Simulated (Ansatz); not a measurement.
Theory: DFT PBE, scalar-relativistic, plane waves, PAW in Ansatz 0.2.0. Settings: cutoff 420 eV, Γ-centred meshes spaced at most about 0.3 Å⁻¹, and about 0.25 Å⁻¹ or finer for metals (2π included), Gaussian smearing. Collinear spin in cells that started with moments and kept them past the coarse steps, no spin elsewhere.

All energies are static (0 K, no zero-point motion). All come from trial cells, and lower structures may exist.

Problem. Order these relaxed structures of VMo2S6 by energy, lowest first, with the energy over the lowest of them.
A. Space group P-3m1 (No. 164), trigonal, a = 3.190 Å, c = 20.505 Å. V is surrounded by 6 S at 2.35 Å; around Mo lie 6 S at 2.43 Å; S on its first site has 3 V at 2.35 Å; S on its second site is surrounded by 3 Mo at 2.43 Å; 1 more site not described.
B. Space group P-31m (No. 162), trigonal, a = 5.512 Å, c = 6.931 Å. V has 6 S at 2.36 Å and 6 Mo at 3.18 Å; Mo has 6 S at 2.42 Å, 3 Mo at 3.18 Å and 3 V at 3.18 Å; around S lie 1 V at 2.36 Å and 2 Mo at 2.42 Å.

Solution. B (0 meV/atom), A (14 meV/atom). Forms: B P-31m; A P-3m1. Counting S atoms around Mo and V (those within 1.25 times the shortest such distance or 1.15 times the sum of covalent radii): B has V 6, Mo 6; A has V 6, Mo 6.

For metals, differences of a few meV/atom aren't resolved. Weakly bound directions are ill-defined at this level, which has no dispersion term (P-31m, P-3m1), and this can change margins and order among such cells. In P-31m an odd number of electrons in the primitive cell allows no gap without spin; a larger cell or a magnetic state could open one. No Hubbard U is applied to the 3d shell of V. Trial moments died out on the coarse mesh in P-31m; another magnetic start might hold. Cells relaxed within their symmetry can be saddle points. Some types were kept out of the candidates beforehand, so the set may lack a known form.
